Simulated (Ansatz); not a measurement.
# Calculated with Ansatz: LuVO$_{4}$, relaxation

Input:

```yaml
crystal:
  lattice:
    - [-3.49235895, 3.49235895, 3.10022554]
    - [3.49235895, -3.49235895, 3.10022554]
    - [3.49235895, 3.49235895, -3.10022554]
  atoms:
    - { symbol: Lu, position: [0.875, 0.125, 0.75] }
    - { symbol: Lu, position: [0.125, 0.875, 0.25] }
    - { symbol: V, position: [0.625, 0.375, 0.25] }
    - { symbol: V, position: [0.375, 0.625, 0.75] }
    - { symbol: O, position: [0.6392, 0.2032, 0.436] }
    - { symbol: O, position: [0.2032, 0.2672, 0.564] }
    - { symbol: O, position: [0.2672, 0.2032, 0.064] }
    - { symbol: O, position: [0.2032, 0.6392, 0.936] }
    - { symbol: O, position: [0.3608, 0.7968, 0.564] }
    - { symbol: O, position: [0.7968, 0.3608, 0.064] }
    - { symbol: O, position: [0.7328, 0.7968, 0.936] }
    - { symbol: O, position: [0.7968, 0.7328, 0.436] }
  symmetry: { tolerance: 0.0003 }
kpoints:
  mp_grid: { grid: [5, 5, 5], shift: [0, 0, 0] }
magnetization:
  spin_polarized: false
scf:
  occupations: { method: methfessel_paxton, width: 0.1026 }
  lower_state_search: "off"
hamiltonian:
  pseudopotentials: { kind: paw }
  xc: r2scan
basis:
  ecutwfc: 500
  fft_grid_basis: typed
relax:
  max_steps: 80
  cell: { p_target: 20.0 }
output:
  forces: true
  stress: true
  eigenvalues: true
  bader: true
  populations: true
  elf: true
  write_potential: true
  volumetric_format: npy
  dos:
    e_range: [-12, 8]
    de: 0.05
    projected: { site_lists: { Lu: [Lu], O: [O], V: [V] } }
checkpoint:
  read: saved_state
```

The command:

```bash
ansatz run input.yaml --threads 2 --pin off --max-ram 3584MiB --backend cpu --events-out ev --progress --plain --runs-dir out
```

Origin of the cell: a database entry, scaled a little.

The saved state is a converged single point of the same cell.

Steps («new basis» is an SCF on plane waves selected anew at the same cell):

```
step  ΔH (meV/atom)  max force component (eV/Å)  P (GPa)  volume (Å³)  SCF iterations   step was
   1            0.0                       0.867     4.69       151.25               8   accepted
   2          -60.4                       0.593    28.37       132.75              10   accepted
   3          -78.0                       0.061    18.61       138.82               9   accepted
   4          -78.0                       0.206    18.97       138.09               7   rejected
   5          -78.5                       0.027    19.43       138.26              10   accepted
   6          -78.6                       0.002    20.01       137.87               7   accepted
   7          -77.6                       0.004    20.05       137.87               8  new basis
   8          -77.6                       0.001    20.02       137.88               5   accepted
   9          -77.6                       0.001    20.02       137.88               6  new basis
```

Step 1, with forces in eV/Å:

```xyz
12
Lattice="-3.492 3.492 3.100 3.492 -3.492 3.100 3.492 3.492 -3.100" Properties=species:S:1:pos:R:3:forces:R:3 pbc="T T T" step=1
Lu    0.000    5.239    0.775    0.000    0.000    0.000
Lu    3.492   -1.746    2.325    0.000    0.000    0.000
V     0.000    1.746    2.325    0.000    0.000    0.000
V     3.492    1.746    0.775    0.000    0.000    0.000
O     0.000    3.045    1.260    0.000    0.867   -0.782
O     2.193    1.746   -0.290   -0.867    0.000   -0.782
O     0.000    0.447    1.260    0.000   -0.867   -0.782
O     4.792    1.746   -0.290    0.867    0.000   -0.782
O     3.492    0.447    1.840    0.000   -0.867    0.782
O    -1.299    1.746    3.390   -0.867    0.000    0.782
O     3.492    3.045    1.840    0.000    0.867    0.782
O     1.299    1.746    3.390    0.867    0.000    0.782
```

Step 2, with forces in eV/Å:

```xyz
12
Lattice="-3.355 3.355 2.949 3.355 -3.355 2.949 3.355 3.355 -2.949" Properties=species:S:1:pos:R:3:forces:R:3 pbc="T T T" step=2
Lu    0.000    5.032    0.737    0.000    0.000    0.000
Lu    3.355   -1.677    2.212    0.000    0.000    0.000
V     0.000    1.677    2.212    0.000    0.000    0.000
V     3.355    1.677    0.737    0.000    0.000    0.000
O     0.000    2.972    1.149    0.000   -0.593    0.504
O     2.060    1.677   -0.325    0.593    0.000    0.504
O     0.000    0.383    1.149    0.000    0.593    0.504
O     4.650    1.677   -0.325   -0.593    0.000    0.504
O     3.355    0.383    1.800    0.000    0.593   -0.504
O    -1.295    1.677    3.274    0.593    0.000   -0.504
O     3.355    2.972    1.800    0.000   -0.593   -0.504
O     1.295    1.677    3.274   -0.593    0.000   -0.504
```

Step 3, with forces in eV/Å:

```xyz
12
Lattice="-3.389 3.389 3.022 3.389 -3.389 3.022 3.389 3.389 -3.022" Properties=species:S:1:pos:R:3:forces:R:3 pbc="T T T" step=3
Lu    0.000    5.084    0.755    0.000    0.000    0.000
Lu    3.389   -1.695    2.266    0.000    0.000    0.000
V     0.000    1.695    2.266    0.000    0.000    0.000
V     3.389    1.695    0.755    0.000    0.000    0.000
O     0.000    2.984    1.196    0.000    0.061   -0.059
O     2.099    1.695   -0.315   -0.061    0.000   -0.059
O     0.000    0.405    1.196    0.000   -0.061   -0.059
O     4.679    1.695   -0.315    0.061    0.000   -0.059
O     3.389    0.405    1.825    0.000   -0.061    0.059
O    -1.290    1.695    3.336   -0.061    0.000    0.059
O     3.389    2.984    1.825    0.000    0.061    0.059
O     1.290    1.695    3.336    0.061    0.000    0.059
```

Step 5, with forces in eV/Å:

```xyz
12
Lattice="-3.383 3.383 3.020 3.383 -3.383 3.020 3.383 3.383 -3.020" Properties=species:S:1:pos:R:3:forces:R:3 pbc="T T T" step=5
Lu    0.000    5.074    0.755    0.000    0.000    0.000
Lu    3.383   -1.691    2.265    0.000    0.000    0.000
V     0.000    1.691    2.265    0.000    0.000    0.000
V     3.383    1.691    0.755    0.000    0.000    0.000
O     0.000    2.980    1.194    0.000    0.027   -0.022
O     2.095    1.691   -0.316   -0.027    0.000   -0.022
O     0.000    0.403    1.194    0.000   -0.027   -0.022
O     4.671    1.691   -0.316    0.027    0.000   -0.022
O     3.383    0.403    1.826    0.000   -0.027    0.022
O    -1.288    1.691    3.337   -0.027    0.000    0.022
O     3.383    2.980    1.826    0.000    0.027    0.022
O     1.288    1.691    3.337    0.027    0.000    0.022
```

Step 9, with forces in eV/Å:

```xyz
12
Lattice="-3.377 3.377 3.022 3.377 -3.377 3.022 3.377 3.377 -3.022" Properties=species:S:1:pos:R:3:forces:R:3 pbc="T T T" step=9
Lu    0.000    5.066    0.755    0.000    0.000    0.000
Lu    3.377   -1.689    2.266    0.000    0.000    0.000
V     0.000    1.689    2.266    0.000    0.000    0.000
V     3.377    1.689    0.755    0.000    0.000    0.000
O     0.000    2.976    1.194    0.000   -0.001    0.001
O     2.090    1.689   -0.317    0.001    0.000    0.001
O     0.000    0.402    1.194    0.000    0.001    0.001
O     4.664    1.689   -0.317   -0.001    0.000    0.001
O     3.377    0.402    1.828    0.000    0.001   -0.001
O    -1.287    1.689    3.339    0.001    0.000   -0.001
O     3.377    2.976    1.828    0.000   -0.001   -0.001
O     1.287    1.689    3.339   -0.001    0.000   -0.001
```

| Property | Result |
| --- | --- |
| Enthalpy lowered by | 77.6 meV/atom |
| Volume change | -8.84 % |
| Final pressure | 20.02 GPa |
| Relaxation steps listed | 9 |

Caveats: no spin-orbit coupling, though heavy elements are present; the relaxation held the start's symmetry, so the end may be a saddle point.

The run took 200 s of wall time on 2 CPU thread(s) of a shared host, from a saved density.
